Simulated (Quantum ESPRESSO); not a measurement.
Band energies of SiO$_{2}$

```xyz
12
Lattice="-2.6233 4.7768 4.4417 2.6233 -4.7768 4.4417 2.6233 4.7768 -4.4417" Properties=species:S:1:pos:R:3 pbc="T T T"
O      2.6233    -2.3884     3.3818
O      0.0000     7.1651     1.0599
O      1.3117     5.1893     2.2208
O      1.3117    -0.4125     2.2208
O      1.3117     4.3642    -2.2208
O     -1.3117     5.1893     2.2208
O      0.0000     0.0000     0.0000
O      0.0000     4.7768     0.0000
Si     0.0000     0.8082     7.5059
Si     2.6233     3.9685    -3.0642
Si     2.6233    -0.8082     3.0642
Si     0.0000     5.5850     1.3775
```

PBEsol (pw.x of Quantum ESPRESSO, ONCV potentials, no spin-orbit coupling); path ΓXLTWRX1ZΓYSW,L1Y,Y1Z; energies in eV from the valence-band maximum.

```
k (1/Å)  point  band 28  band 29  band 30  band 31  band 32  band 33  band 34  band 35
-------  -----  -------  -------  -------  -------  -------  -------  -------  -------
0.00         Γ    -1.23    -1.05    -0.72    -0.42     0.00     5.60     8.63     8.71
0.19              -1.15    -1.11    -0.93    -0.36    -0.15     5.83     8.68     8.87
0.58              -1.37    -0.98    -0.98    -0.70    -0.20     7.34     8.51     8.84
0.78         X    -1.38    -1.20    -0.59    -0.47    -0.18     8.16     8.30     8.34
0.78         L    -1.38    -1.19    -0.59    -0.47    -0.18     8.15     8.30     8.33
1.13         T    -1.36    -0.89    -0.85    -0.73    -0.20     7.71     7.96     8.51
1.13         W    -1.44    -0.87    -0.87    -0.41    -0.41     8.07     8.07     8.21
1.49         R    -1.44    -0.97    -0.97    -0.39    -0.39     7.80     7.80     9.02
1.86        X1    -1.38    -1.20    -0.59    -0.47    -0.18     8.16     8.30     8.34
2.28         Z    -1.35    -0.56    -0.23    -0.20    -0.02     7.52     7.55     7.90
2.61              -1.17    -0.63    -0.56    -0.30    -0.01     6.20     8.09     8.20
2.94         Γ    -1.23    -1.05    -0.72    -0.42     0.00     5.60     8.63     8.71
3.10              -1.41    -0.83    -0.63    -0.44    -0.04     5.76     8.44     8.61
3.43              -1.38    -0.53    -0.34    -0.17    -0.17     6.83     7.77     7.87
3.60         Y    -1.36    -0.56    -0.24    -0.20    -0.03     7.47     7.57     7.82
3.75              -1.33    -0.55    -0.32    -0.21    -0.09     7.03     7.37     8.19
4.05         S    -1.21    -0.55    -0.53    -0.31    -0.14     6.58     7.08     8.58
4.29              -1.25    -0.68    -0.67    -0.37    -0.25     6.89     7.30     8.90
4.41              -1.35    -0.81    -0.77    -0.39    -0.32     7.23     7.54     8.82
4.65         W    -1.44    -0.87    -0.87    -0.41    -0.41     8.07     8.07     8.21
4.65        L1    -1.38    -1.19    -0.59    -0.47    -0.18     8.15     8.30     8.33
4.79              -1.38    -0.93    -0.33    -0.32    -0.19     7.84     7.95     8.05
5.06         Y    -1.36    -0.56    -0.24    -0.20    -0.03     7.47     7.57     7.82
5.06        Y1    -1.36    -0.56    -0.24    -0.20    -0.03     7.47     7.57     7.82
5.11         Z    -1.35    -0.56    -0.23    -0.20    -0.02     7.52     7.55     7.90
```

The PBEsol gap is direct, 5.60 eV at Γ.

Geometry of the Materials Project entry, not relaxed at this level.

This is not the ordinary phase of the substance; no match was found in the copy of COD used, and its stability was not checked.

Letters of k points follow the standard setting of the lattice, whose axes may be ordered differently from the printed cell.
